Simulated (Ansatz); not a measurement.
## InSe$_{2}$: what the smearing entropy tells about the Fermi level

Theory: Ansatz, DFT PBEsol, scalar-relativistic, plane waves, PAW.

```
In Se
1.0
     3.89489    0.00000    0.00000
     0.00000    3.89489    0.00000
     0.00000    0.00000    9.62623
In Se
2 4
Cartesian
  0.0000 1.9474 6.8006
  1.9474 0.0000 2.8256
  0.0000 1.9474 3.5252
  1.9474 0.0000 6.1010
  0.0000 0.0000 0.0000
  1.9474 1.9474 0.0000
```

The plane-wave cutoff is 420 eV and the Γ-centred k-mesh is 10×10×4. The spin treatment is unpolarised.

The same metal under several smearings of width σ, on one mesh. F is the free energy, TS the smearing's entropy term for the cell of 6 atoms, and E = F + TS. Gaussian occupations are ½ erfc[(ε − μ)/σ], and N counts both spins.

| rule | σ (eV) | F − F(narrowest) (meV/atom) | TS (meV/cell) |
| --- | --- | --- | --- |
| Fermi–Dirac | 0.05 | -2.090 | 21.544 |
| Fermi–Dirac | 0.2 | -23.823 | 287.177 |
| Fermi–Dirac | 0.3 | -55.910 | 730.283 |
| Fermi–Dirac | 0.5 | -171.647 | 2246.618 |
| Gaussian | 0.01 | 0.000 | 0.365 |
| Gaussian | 0.1 | -1.382 | 14.866 |
| Gaussian | 0.5 | -22.084 | 257.342 |

Task: For a density of states N (both spins) that is flat over the smeared range, TS = Nσ²/2 (Gaussian) and (π²/3)Nσ² (Fermi–Dirac). What N does each run give?

Result:
| rule | σ (eV) | N (states/eV a cell) |
| --- | --- | --- |
| Fermi–Dirac | 0.05 | 2.62 |
| Fermi–Dirac | 0.2 | 2.18 |
| Fermi–Dirac | 0.3 | 2.47 |
| Fermi–Dirac | 0.5 | 2.73 |
| Gaussian | 0.01 | 7.31 |
| Gaussian | 0.1 | 2.97 |
| Gaussian | 0.5 | 2.06 |

Equal entropy needs σ_Gauss = π√(2/3) σ_FD = 2.57 σ_FD, so a Fermi–Dirac width acts like a Gaussian one 2.57 times as large. At moderate widths N lies between 2.62 and 2.97. The drift shows structure in the density of states within the smeared window (a rise with width points to a dip at the Fermi level, a fall to a peak or a steep flank), or a mesh too coarse for the narrower widths. At the narrowest widths only the few mesh levels within σ of μ count, so N can scatter there.

Task: To second order F = E0 − TS/2 and E = E0 + TS/2. How well does E0 = (E + F)/2 undo the smearing?

Result:
```tsv
rule	σ (eV)	F − E0(narrowest) (meV/atom)	(E + F)/2 − E0(narrowest) (meV/atom)
Fermi–Dirac	0.05	-2.12	-0.32
Fermi–Dirac	0.2	-23.85	0.08
Fermi–Dirac	0.3	-55.94	4.92
Fermi–Dirac	0.5	-171.68	15.54
Gaussian	0.01	-0.03	0.00
Gaussian	0.1	-1.41	-0.17
Gaussian	0.5	-22.11	-0.67
```

At Fermi–Dirac 0.05 eV the free energy is off by -2.12 meV/atom and the mean by -0.32. What remains is of order σ⁴ plus the mesh error of the narrowest run, which is no exact reference. Forces and stress are derivatives of F, not of E0, so they keep the σ² error.

6 further runs of this set aren't shown, and 1 didn't finish or converge.